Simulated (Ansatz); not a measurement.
## H₂SO₄ — O-17 NMR of the central transition

Cell: a COD entry, ions relaxed with PBE at fixed cell.

Space group C2/c (No. 15); a = 8.1310, b = 4.7673, c = 8.6335 Å, β = 111.08°.

| site | Wyckoff | site symmetry | x | y | z |
| --- | --- | --- | --- | --- | --- |
| H | 8f | 1 | 0.3654 | 0.8483 | 0.8614 |
| S | 4e | 2 | 0.5000 | 0.5742 | 0.7500 |
| O7 | 8f | 1 | 0.1610 | 0.9171 | 0.8244 |
| O11 | 8f | 1 | 0.4884 | 0.7721 | 0.8896 |

One atom of each set is listed; the run and its k-mesh use a cell of 14 atoms with edges of 4.71, 4.71, 8.63 Å.

All values are calculated (Ansatz; DFT, PBE, plane waves and PAW, scalar-relativistic, 420 eV cutoff, Γ-centred 6×6×3 k-points, Fermi–Dirac smearing 0.02 eV), not measured.

O-17 has I = 5/2 and Q = -25.58 mb (Pyykkö 2018); at 11.7 T its Larmor frequency is ν₀ = 67.6 MHz. Only the quadrupole interaction is simulated: positions count from each site's isotropic chemical shift, and shift anisotropy, dipolar and J coupling are left out.

Simulated pattern of one O site (static powder, Gaussian broadening 3 kHz):

(offset (kHz), height): (-50.18, 0), (-46.82, 11), (-43.46, 30), (-40.11, 32), (-36.75, 34), (-33.39, 35), (-30.03, 37), (-26.67, 40), (-23.31, 43), (-19.95, 46), (-16.59, 51), (-13.23, 56), (-9.88, 65), (-6.52, 83), (-3.16, 97), (0.20, 92), (3.56, 100), (6.92, 63), (10.28, 37), (13.64, 32), (17.00, 29), (20.35, 26), (23.71, 10), (27.07, 0)

**Question.** Which |C_Q| and η does the pattern imply?

**Answer.** The pattern spans 69.5 kHz before broadening and its centre of gravity is at -9.33 kHz, which fixes P_Q; the places of the horns and steps fix η. That gives P_Q = 10.2 MHz, |C_Q| = 9.23 MHz and η = 0.84, the values that the calculation gives site O11 (1 H at 1.01 Å, 1 S at 1.56 Å, angle 111°). The other sites have |C_Q| = 8.33 MHz. The sign of C_Q can't be read from the pattern.

The database positions were far from equilibrium, so the relaxed structure may not be the compound's real one.

The relaxation (12 steps) took 72 s of wall time (72 s of CPU time) and 0.57 GiB at its peak, on 1 thread of Intel Xeon 6975P-C (Granite Rapids) (x86_64; 48 cores open to the job, memory cap 2.5 GiB, no GPU), a shared host with a load of 0.6 a core.
